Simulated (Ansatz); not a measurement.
## CdCl2-type LuTe₂

Method: PBEsol, scalar-relativistic; no spin polarisation; PAW, 420 eV, 10×10×10 k-mesh, Gaussian smearing of 0.05 eV; code Ansatz; PAW files: Ansatz's generated set soft_2.

```
Lu Te
1.0
     2.00519    1.15770    6.83737
    -2.00519    1.15770    6.83737
     0.00000   -2.31539    6.83737
Lu Te
1 2
Direct
  0.00000 0.00000 0.00000
  0.24318 0.24318 0.24318
  0.75682 0.75682 0.75682
```

The structure was built from a prototype; whether the compound forms in it isn't claimed.

The cell is relaxed to zero pressure at this level.

The cell has space group R-3m (read at 0.01 Å). In it the stress is -0.02, -0.02, -0.04, 0.00, 0.00, 0.00 GPa and the largest force component 0.005 eV/Å. Each change below starts from this cell, without further relaxation. Stress is in GPa, positive in compression, in the order xx, yy, zz, yz, xz, xy; energies are counted from the cell above and are free energies with the smearing's entropy, which match forces and stress in a metal.

One atom was moved along a Cartesian axis, and these forces appeared. Which atom, and about how far?
| atom | Fx (eV/Å) | Fy | Fz |
| --- | --- | --- | --- |
| Lu1 | 0.000 | 0.000 | 0.248 |
| Te2 | 0.000 | 0.000 | 0.121 |
| Te3 | 0.000 | 0.000 | -0.369 |

Atom 3 (Te) is moved by 0.08 Å along z; the energy changes by 15.2 meV per cell.

A single strain component, atoms carried along, gave the stress -0.59, -0.37, -0.49, -0.16, 0.00, 0.00. Which component, and about how large?

An engineering strain of 1 % in xx; the energy changes by 1.8 meV per cell.

Scalar-relativistic only: spin–orbit splittings of the heavy atoms' levels are missing. The cell is a metal with an odd number of electrons, and spin polarisation wasn't tried. The structure is layered, and this functional has no dispersion term, so the layers' spacing is poorly fixed, often too long, and so is what hangs on it.
